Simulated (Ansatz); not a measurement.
In r²SCAN (plane waves, PAW; program Ansatz), SnRu3C in the anti-perovskite structure (Pm-3m) relaxes to a = 4.066 Å. Sn has 12 nearest neighbours from 2.88 Å (cuboctahedral); C has 6 nearest neighbours from 2.03 Å (octahedral). Against the elements it lies at 0.051 eV/atom, with no fitted shifts.

Electronic character: metallic (no gap). Gap from r²SCAN with spin–orbit coupling: none (metallic).

An equation-of-state fit gives a bulk modulus of 264 GPa. The relaxed-ion elastic constants in GPa are C11 = 505, C12 = 144, C44 = 125. The elastic constants imply a Debye temperature near 513 K.

The start of the workflow was typed in or built on a structure type; neither database checked (COD, Materials Project) lists it. Its standing as an ambient phase is unchecked. The cell was relaxed with r²SCAN under the symmetry of its start; whether a distortion lowers the energy is not shown. The run is not spin-polarised. As this level gives no gap, shear constants depend on the k-mesh and smearing (Fermi–Dirac, 0.1 eV here). The references are the lowest solids computed at this level, not always the standard phases. Spin–orbit coupling is left out wherever it is not named.

Potentials: the later of the program's two PAW sets.
